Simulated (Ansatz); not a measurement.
Input:

Starting cell, GaP (zinc blende):

```yaml
crystal:
  lattice:
    - [0.00000, 5.45138, 5.45138]
    - [2.72569, 0.00000, 2.72569]
    - [2.72569, 2.72569, 0.00000]
  atoms:
    - { symbol: P, position: [0.37500, 0.75000, 0.75000] }
    - { symbol: P, position: [0.87500, 0.75000, 0.75000] }
    - { symbol: Ga, position: [0.00000, 0.00000, 0.00000] }
    - { symbol: Ga, position: [0.50000, 0.00000, 0.00000] }
```

In this cell atom 4 (Ga, nearest neighbour P at 2.361 Å; its periodic images, 3.9 Å or more away, move with it) is moved by s towards the nearest neighbour, unit vector (-0.577, 0.577, 0.577); all other atoms and the cell stay fixed.

Calculation: r2SCAN (plane waves to 500 eV, PAW, scalar-relativistic; Ansatz, a quantum-chemistry and plane-wave program). k mesh 4×8×8 (Γ-centred), Fermi-Dirac smearing 0.05 eV. Energies are smeared free energies. GaP was relaxed with its symmetry unable to fall. ΔE is measured from the undisplaced structure.

The scan covers s from -0.240 to 0.240 Å in 11 points.

Is the energy the same for displacements of ±0.240 Å, and if not, which side lies higher?

Not even: the positive side lies higher at ±0.240 Å. With its periodic images moving along, the atom's site symmetry in this cell is 3m.

What force acts on the atom along the line at s = -0.240 Å?

2.02 eV/Å.

What is the energy change at s = 0.240 Å?

452 meV/cell.

What is the force constant k = d²E/ds² of this move at s = 0?

12.3 eV/Å².

(A displaced cell: forces are minus the slopes of the energy, force constants its curvatures, and phonons follow from these.)
